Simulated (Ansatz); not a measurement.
**Band structure of Mg**

```
Mg
1.0
    -1.47650    1.47650    1.47650
     1.47650   -1.47650    1.47650
     1.47650    1.47650   -1.47650
Mg
1
Cartesian
  0.0000 0.0000 0.0000
```

The cell is a database entry far from equilibrium at this level of theory, probably a faulty or high-pressure entry; it serves as a test geometry alone.

Level of theory: Ansatz 0.2.0, DFT, PBEsol, all-electron LAPW, scalar-relativistic.

The runs use a Γ-centred 16×16×16 k mesh, Fermi–Dirac smearing of 0.05 eV, basis error target 0.25 meV/atom, no spin polarisation.

Points in fractions of the reciprocal vectors of this cell: Γ (0, 0, 0), H (0.5, -0.5, 0.5), N (0, 0, 0.5), P (0.25, 0.25, 0.25). The path joins them by straight lines in the order Γ–H–N–Γ–P–H–P–N; legs that retrace an earlier one aren't tabulated. Energies are in eV from the Fermi level.

Q: Is there a gap?

A: none: bands cross the Fermi level, a metal.

Q: List the levels between -5 and 5 eV at the symmetry points.

A: 
Γ: none in this range
H: 3.94 (×2)
N: -2.30, -0.92
P: 1.24 (×3)
